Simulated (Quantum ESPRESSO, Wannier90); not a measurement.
## Wannier functions of TaN (P-6m2)

```xyz
2
Lattice="2.9399 0.0000 0.0000 -1.4700 2.5461 0.0000 0.0000 0.0000 2.8902" Properties=species:S:1:pos:R:3 pbc="T T T"
Ta     0.0000     0.0000     1.4451
N     -1.4700     0.8487     0.0000
```

Cell from Materials Project (mp-1459), symmetrised, no further relaxation. COD (Crystallography Open Database) has the formula in 5 space groups, this one among them (matched by group alone). Method: PBEsol plane waves in Quantum ESPRESSO 7.5 (PseudoDojo norm-conserving files, 68 Ry, spinors with spin-orbit coupling), Bloch states on a 12×12×6 mesh through Γ, Wannier90 4.0.1. Density: 12×12×10 mesh, cold smearing 0.01 Ry.

Valence charges of the files: Ta 13, N 5. 44 bands were computed.

Isolated groups of bands, relative to the Fermi level (bands from 11 on overlap up to the last one computed):

```
bands  from (eV)  to (eV)  filling             weight on atomic waves
-----  ---------  -------  -------  ---------------------------------
1–2       -68.40   -68.27   filled                         Ta 5s 96 %
3–4       -41.46   -41.08   filled                         Ta 5p 98 %
5–8       -33.20   -32.02   filled                         Ta 5p 97 %
9–10      -17.83   -14.95   filled  N 2s 68 %, Ta 5d 18 %, Ta 6s 10 %
```

Wanted is a model with the orbitals Ta d, N p, without the filled groups that are mainly made of other shells (semicore states, and anion s where it isn't named); all higher bands stay in for disentanglement.

Give num_wann, exclude_bands and num_bands, and the number of electrons that the model holds.

Electrons: 1×13 + 1×5 = 18, or 18.0 bands' worth; no gap over 0.05 eV opens at the Fermi level at this level of theory.
num_wann = 2 × (1×5 + 1×3) = 16.
exclude_bands = 1-10, 10 bands, so num_bands = 44 − 10 = 34.
The model holds 18 − 1×10 = 8 electrons. With the window frozen to 1.50 eV it follows pw.x to 4.3 meV rms (states up to 1.0 eV relative to the Fermi level).
